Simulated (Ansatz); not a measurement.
# Zone-centre phonons of TaF$_{3}$: input and output

All numbers below come from DFT r2SCAN, scalar-relativistic, plane waves, PAW (Ansatz).

It can be run as:
```bash
ansatz run input.yaml --threads 1 --pin off --backend cpu --events-out ev --progress --plain --runs-dir out  # memory cap (--max-ram) not shown
```

Input (bare energies are in eV):
```yaml
crystal:
  lattice:
    - [4.09542979, 0.0, 0.0]
    - [0.0, 4.09542979, 0.0]
    - [0.0, 0.0, 4.09542979]
  atoms:
    - { symbol: Ta, position: [0.0, 0.0, 0.0] }
    - { symbol: F, position: [0.5, 0.0, 0.0] }
    - { symbol: F, position: [0.0, 0.5, 0.0] }
    - { symbol: F, position: [0.0, 0.0, 0.5] }
basis:
  ecutwfc: 500
kpoints:
  mp_grid: { grid: [10, 10, 10] }
hamiltonian:
  xc: r2scan
scf:
  occupations: { method: fermi_dirac, width: 0.15 }
output:
  eigenvalues: true
phonons:
  method: dfpt
  eigenvectors: true
```

Results section of the output:
```
--- Phonons (Γ-DFPT): 3 representative perturbations + reference, on 312 of 1000 k-points (Σ response iterations 18) ---
  k mesh reduced under 2 symmetry operations, with k and −k counted as one. Each operation leaves every solved perturbation unchanged. A smaller set is not considered because the functional reads the kinetic-energy density
  ASR residual: 2.781e-3 → 0.000e0 eV/Å²; symmetrization residual: 5.107e-6 eV/Å²
  ASR residual per site (eV/Å²): 1.29e-4 2.78e-3 2.78e-3 2.78e-3
  Γ frequencies (cm⁻¹): 0.00 0.00 0.00 225.12 225.12 225.12 255.55 255.55 255.55 540.80 540.80 540.80
  non-analytic LO–TO correction: not included (Born effective charges unavailable; polar crystals: no LO–TO splitting at Γ)
```

In a metal, frequencies and elastic constants depend on the k mesh and the smearing, soft modes and shear constants most. Spin–orbit coupling is left out, which matters for heavy elements. A semilocal functional can close a gap that the real compound has.